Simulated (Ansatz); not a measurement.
Data:

MnO (rock salt)

```xyz
2
Lattice="0.0000 2.2202 2.2202 2.2202 0.0000 2.2202 2.2202 2.2202 0.0000" Properties=species:S:1:pos:R:3 pbc="T T T"
O      0.0000     0.0000     0.0000
Mn     2.2202     2.2202     2.2202
```

This relaxed cell (volume V₀) is scaled evenly in all directions, its shape held. Symmetry pins the atoms to their sites.

Level of theory: PBE (plane waves to 420 eV, PAW, scalar-relativistic; Ansatz, a first-principles code). k mesh 18×18×18 (Γ-centred), Fermi-Dirac smearing 0.05 eV. Energies are smeared free energies. Stress and pressure are positive under compression. MnO is run spin-polarised and with no Hubbard U; the real compound is an antiferromagnetic insulator, a state that this run doesn't describe. MnO was relaxed with its symmetry unable to fall. Relaxed MnO ends ferromagnetic. Other magnetic orders were not checked, so this need not be the ground state. ΔE is measured from the relaxed starting cell.

The scan covers V/V₀ from 0.840 to 1.160 in 13 points.

**Question.** What is ΔE at V/V₀ = 1.160?

**Answer.** 79 meV/atom.

**Question.** What pressure does the cell carry at V/V₀ = 0.840?

**Answer.** 25.2 GPa.

**Question.** What is ΔE at V/V₀ = 0.840?

**Answer.** 121 meV/atom.

(Under strain, the slope of the energy per volume gives the stress and its curvature an elastic modulus.)
